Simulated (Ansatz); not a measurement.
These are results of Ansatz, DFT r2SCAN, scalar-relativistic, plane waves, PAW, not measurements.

Structure of Rh:

```
CELL_PARAMETERS angstrom
0.00000 1.89995 1.89995
1.89995 0.00000 1.89995
1.89995 1.89995 0.00000
ATOMIC_POSITIONS crystal
Rh 0.00000 0.00000 0.00000
```

Plane waves to 500 eV, a k mesh through Γ of 18×18×18 on the computed 1-atom cell and Gaussian smearing (0.10 eV); no spin polarisation.

Levels along Γ–X–U | K–Γ–L–W–X, in eV from the Fermi level, sorted by energy at each point. Points in fractions of the primitive reciprocal vectors: Γ (0.000 0.000 0.000), X (0.500 0.000 0.500), U (0.625 0.250 0.625), K (0.375 0.375 0.750), L (0.500 0.500 0.500), W (0.500 0.250 0.750).
```tsv
point	k (1/Å, with 2π)	band 5	band 6	band 7	band 8	band 9	band 10
Γ	0.000	-8.17	-3.19	-3.19	-3.19	-1.09	-1.09
-	0.236	-7.89	-3.38	-3.04	-3.04	-1.28	-1.01
-	0.472	-7.09	-3.88	-2.61	-2.61	-1.77	-0.81
-	0.709	-6.11	-4.53	-2.13	-1.92	-1.92	-0.51
-	0.945	-5.69	-5.18	-1.49	-1.04	-1.04	-0.16
-	1.181	-6.01	-5.72	-0.08	-0.08	0.18	0.33
-	1.417	-6.41	-6.07	0.41	0.72	0.72	2.42
X	1.653	-6.56	-6.19	0.50	1.04	1.04	3.50
-	1.737	-6.54	-6.17	0.47	0.85	1.03	3.72
-	1.821	-6.47	-6.09	0.36	0.41	0.99	4.26
-	1.904	-6.36	-5.96	-0.11	0.20	0.92	4.95
-	1.988	-6.23	-5.77	-0.65	-0.01	0.83	5.72
-	2.071	-6.08	-5.53	-1.17	-0.25	0.71	6.54
-	2.155	-5.91	-5.25	-1.67	-0.51	0.57	7.40
U	2.238	-5.73	-4.95	-2.12	-0.77	0.41	8.28
K	2.238	-5.73	-4.95	-2.12	-0.77	0.41	8.28
-	2.489	-5.11	-4.11	-3.23	-1.48	-0.19	6.47
-	2.739	-4.58	-3.90	-3.68	-1.93	-0.88	4.01
-	2.990	-4.83	-4.16	-3.29	-2.07	-1.59	1.82
-	3.240	-5.83	-4.05	-2.84	-2.24	-1.92	0.12
-	3.491	-6.99	-3.71	-2.76	-2.75	-1.57	-0.83
-	3.741	-7.85	-3.34	-3.08	-3.03	-1.23	-1.07
Γ	3.992	-8.17	-3.19	-3.19	-3.19	-1.09	-1.09
-	4.197	-7.96	-3.28	-3.10	-3.10	-1.13	-1.13
-	4.401	-7.37	-3.48	-2.92	-2.92	-1.20	-1.20
-	4.606	-6.62	-3.50	-2.80	-2.80	-1.07	-1.07
-	4.810	-6.18	-2.90	-2.90	-2.84	-0.64	-0.64
-	5.015	-6.18	-3.09	-3.09	-1.44	-0.07	-0.07
-	5.219	-6.29	-3.25	-3.25	0.13	0.40	0.40
L	5.424	-6.35	-3.30	-3.30	0.58	0.58	0.91
-	5.591	-6.23	-3.41	-3.20	-0.46	0.56	2.08
-	5.758	-5.91	-3.70	-2.89	-1.50	0.50	3.49
-	5.925	-5.44	-4.11	-2.40	-2.37	0.42	4.98
-	6.092	-4.92	-4.53	-3.05	-1.83	0.39	6.50
-	6.259	-4.89	-4.44	-3.54	-1.41	0.55	8.02
-	6.426	-5.13	-4.08	-3.84	-1.29	0.87	9.41
W	6.593	-5.22	-3.94	-3.94	-1.29	1.04	10.13
-	6.711	-5.31	-4.52	-3.29	-1.17	1.04	9.09
-	6.829	-5.55	-5.02	-2.56	-0.87	1.04	8.01
-	6.947	-5.85	-5.44	-1.77	-0.48	1.04	6.91
-	7.066	-6.14	-5.77	-0.94	-0.09	1.04	5.83
-	7.184	-6.37	-6.00	-0.10	0.23	1.04	4.79
-	7.302	-6.51	-6.14	0.43	0.66	1.04	3.91
X	7.420	-6.56	-6.19	0.50	1.04	1.04	3.50
```